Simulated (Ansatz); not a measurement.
KMgF₃:
```
CELL_PARAMETERS angstrom
      3.98369     0.00000     0.00000
      0.00000     3.98369     0.00000
      0.00000     0.00000     3.98369
ATOMIC_POSITIONS crystal
  K  0.50000 0.50000 0.50000
  Mg 0.00000 0.00000 0.00000
  F  0.00000 0.50000 0.00000
  F  0.50000 0.00000 0.00000
  F  0.00000 0.00000 0.50000
```

This is the r²SCAN-relaxed structure.

**Question.** All from r²SCAN (plane waves, PAW; program Ansatz), unless another level is named. Estimate the smallest direct gap on the standard path.

**Answer.** 8.60 eV.

**Question.** What about the band gap?

**Answer.** 8.29 eV (indirect).

**Question.** Give the valence-band maximum.

**Answer.** on the R–X line, 1 % of the way from R.

Space group Pm-3m (cubic perovskite). Symmetry was held in the r²SCAN relaxation.

Potentials: the earlier of the program's two PAW sets. The files were generated under PBE; for other functionals the program regenerates the frozen cores, and for LDA and PBEsol the local potential too.
